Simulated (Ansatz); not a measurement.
Two states of VClO

```
V Cl O
1.0
     3.76145    0.00000    0.00000
     0.00000    3.28380    0.00000
     0.00000    0.00000    7.87118
V Cl O
2 2 2
Direct
  0.00000 0.50000 0.11480
  0.50000 0.00000 0.88520
  0.00000 0.00000 0.32790
  0.50000 0.50000 0.67210
  0.00000 0.00000 0.95420
  0.50000 0.50000 0.04580
```

Single point in Ansatz 0.2.0 with r2SCAN, with U_eff = 3.07 eV on V d (all-electron-ortho-atomic projectors). Cutoff 500 eV, PAW datasets, 6×6×3 Γ-centred k mesh, cold filling (width 0.0879 eV).

State A: V1 up, V2 down (collinear spin). State B: V1 up, V2 up (collinear spin).

**Question.** Compare the two self-consistent states.

**Answer.** State B is lower by 3.8 meV an atom at zero smearing.

```tsv
state	free energy (meV/atom)	largest moment in a small sphere (μB)	net moment (μB/cell)	gap on mesh (eV)	pressure (GPa)	largest force (eV/Å)
A	3.8	1.53	0.00	2.27	5.8	0.54
B	0.0	1.55	4.00	2.26	5.8	0.54
```

Origin: a database entry at a rescaled volume. Caveats: an odd or shifted mesh can miss the band edges, so this level's true gap may be smaller.
